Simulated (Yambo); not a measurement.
## LuCuS2: sweep of GW parameters

G0W0@PBEsol for LuCuS2 (space group P3m1, No. 156) in Yambo. Reference settings: 6×6×2 Γ-centred k mesh, bands 6 to 124 and a 7 Ry block in the screening, 124 bands in G with the Bruneval-Gonze terminator, plasmon pole fitted at 27.2 eV. The PBEsol gap Γ → L on this mesh is 1.17 eV; G0W0 gaps are taken between the same points.

```json
[
 {"change from the reference": "reference settings", "G0W0 gap Γ → L (eV)": "1.80", "shift of the valence edge (eV)": "-0.37"},
 {"change from the reference": "84 bands in W, 84 bands in G", "G0W0 gap Γ → L (eV)": "1.84", "shift of the valence edge (eV)": "-0.31"},
 {"change from the reference": "56 bands in G", "G0W0 gap Γ → L (eV)": "1.85", "shift of the valence edge (eV)": "-0.33"},
 {"change from the reference": "84 bands in G", "G0W0 gap Γ → L (eV)": "1.81", "shift of the valence edge (eV)": "-0.37"},
 {"change from the reference": "6 Ry block", "G0W0 gap Γ → L (eV)": "1.79", "shift of the valence edge (eV)": "-0.37"}
]
```

The reference isn't shown to be the converged limit.

The 3d shell has no Hubbard U; the runs are without spin polarisation, and magnetic order was not tried. The 4f states are in the valence at their DFT position.

Geometry relaxed with PBEsol; primitive cell a = b = 3.7973 Å, c = 5.9831 Å, α = β = 90.00°, γ = 120.00°.

The structure is a Materials Project entry; no match was found in the copy of COD used, and its stability was not checked.

A shift is the quasiparticle energy of the state minus its PBEsol energy.
